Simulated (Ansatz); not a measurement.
TaSi₂ in space group P6_222 (No. 180; Si on 6j, Ta on 3d) under volume change, plane-wave PAW LDA (Ansatz code), shape and atoms relaxed at each volume.

| V (Å³/atom) | E − E(relaxed) (meV/atom) | P (GPa) |
|---|---|---|
| 12.778 | 84.6 | 23.29 |
| 13.199 | 35.5 | 14.27 |
| 13.620 | 8.4 | 6.57 |
| 14.042 | 0.0 | 0.00 |
| 14.463 | 7.6 | -5.61 |
| 14.884 | 28.8 | -10.38 |
| 15.305 | 61.5 | -14.44 |

**Question.** What does a third-order Birch–Murnaghan fit give for V₀, B₀ and B′?

**Answer.** V₀ = 14.04 Å³/atom, B₀ = 202 GPa, B′ = 4.3.

The cell was relaxed with LDA under the symmetry of its start. No spin polarisation was allowed. Scalar-relativistic: spin–orbit coupling is off unless named, which matters more the heavier the elements.

Potentials: the later of the program's two PAW sets.
